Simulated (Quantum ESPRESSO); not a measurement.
**Kohn-Sham bands of CaI2 (CdI2 type)**

```
CELL_PARAMETERS angstrom
      4.52897     0.00000     0.00000
     -2.26448     3.92220     0.00000
      0.00000     0.00000     7.20983
ATOMIC_POSITIONS crystal
  Ca 0.00000 0.00000 0.00000
  I  0.33333 0.66667 0.24430
  I  0.66667 0.33333 0.75570
```

Cell from Materials Project (mp-30031), symmetrised, no further relaxation. COD (Crystallography Open Database) has an entry of this formula and space group (matched by these alone). Computed values, not measurements, from LDA: Quantum ESPRESSO (norm-conserving PseudoDojo potentials, cutoff 58 Ry, no spin polarisation, no spin-orbit coupling) on a Γ-centred 12×12×4 mesh, then Wannier90. Density: 12×12×4 mesh, cold smearing 0.01 Ry. The cell is built of weakly bound layers, chains or molecules, whose nearest atoms lie 4.52 Å apart. Database cells relaxed without dispersion often hold them too far apart, which can enlarge gaps and weakens couplings between them; spacing and stacking were not compared with the measured crystal. Spin-orbit coupling is left out although heavy elements are present.

Task: List the Kohn-Sham levels between −8 and 6.5 eV relative to the valence-band maximum at the high-symmetry points, as a band run of pw.x on that density gives them (levels within 2 meV counted together).

Result: 
```json
[
 {"point": "Γ", "k (reciprocal lattice)": "0.000 0.000 0.000", "levels (eV)": "-2.46, -0.89 (×2), -0.17 (×2), 0.00, 3.87, 4.31 (×2), 4.52, 5.07, 5.39 (×2)"},
 {"point": "M", "k (reciprocal lattice)": "0.500 0.000 0.000", "levels (eV)": "-2.41, -1.78, -1.24, -0.96, -0.92, -0.79, 3.47, 5.05, 5.24, 5.69, 5.83, 5.86, 6.27"},
 {"point": "K", "k (reciprocal lattice)": "0.333 0.333 0.000", "levels (eV)": "-2.10, -1.69 (×2), -1.10, -1.06 (×2), 4.42, 4.80 (×2), 5.54 (×2), 6.20"},
 {"point": "A", "k (reciprocal lattice)": "0.000 0.000 0.500", "levels (eV)": "-1.83, -1.05, -0.83 (×2), -0.26 (×2), 4.14, 4.28 (×2), 5.14, 5.57 (×2), 5.70"},
 {"point": "L", "k (reciprocal lattice)": "0.500 0.000 0.500", "levels (eV)": "-2.48, -2.13, -0.95, -0.86, -0.79, -0.66, 3.58, 5.03, 5.23, 5.33, 5.50, 5.68, 6.24"},
 {"point": "H", "k (reciprocal lattice)": "0.333 0.333 0.500", "levels (eV)": "-1.96 (×2), -1.89, -1.39, -0.68 (×2), 4.66, 4.70 (×2), 5.83 (×2)"}
]
```
